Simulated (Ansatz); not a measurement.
Ga:
```
Ga
1.0
    2.29025    -3.87133     0.00000
    2.29025     3.87133     0.00000
    0.00000     0.00000     4.58333
Ga
4
Direct
  0.65633   0.34367   0.41766
  0.34367   0.65633   0.58234
  0.84367   0.15633   0.91766
  0.15633   0.84367   0.08234
```

Relaxed with PBE. Special points in fractions of this cell's reciprocal vectors: Γ (0.000, 0.000, 0.000); Y (-0.500, 0.500, 0.000); C0 (-0.337, 0.663, 0.000); Σ0 (0.337, 0.337, 0.000); Z (0.000, 0.000, 0.500); A0 (0.337, 0.337, 0.500); E0 (-0.337, 0.663, 0.500); T (-0.500, 0.500, 0.500); S (0.000, 0.500, 0.000); R (0.000, 0.500, 0.500).

Q: List the band energies nearest the Fermi level at these points for DFT-PBE in the program Ansatz with PAW potentials.

A: In eV from the Fermi level; about four levels below and three above (degenerate sets whole), none deeper than 8.9 eV; points with the same levels are listed once.

```tsv
k	below	above
Γ	-3.62 -1.85 -1.63 -0.62	0.91 0.94 1.15
Y	-4.18 -3.11 -1.76 -1.44	1.14 1.30 3.16
C0	-1.09 -0.99 -0.18 -0.17	0.97 2.08 2.71
Z	-0.33 -0.33	0.05 0.05 0.10 0.10
A0	-5.91 -5.91 -3.41 -3.41	3.97 3.97 4.97 4.97
T	-1.17 -1.17 -0.92 -0.92	6.47 6.47 7.62 7.62
S	-3.39 -3.39 -1.26 -1.26	0.75 0.75 4.01 4.01
R	-6.08 -6.08 -1.42 -1.42	0.55 0.55 6.94 6.94
```

Space group Cmce (α-Ga). The PBE relaxation kept the symmetry of its start. Scalar-relativistic: spin–orbit coupling is off unless named, which matters more the heavier the elements.

Potentials: the later of the program's two PAW sets.
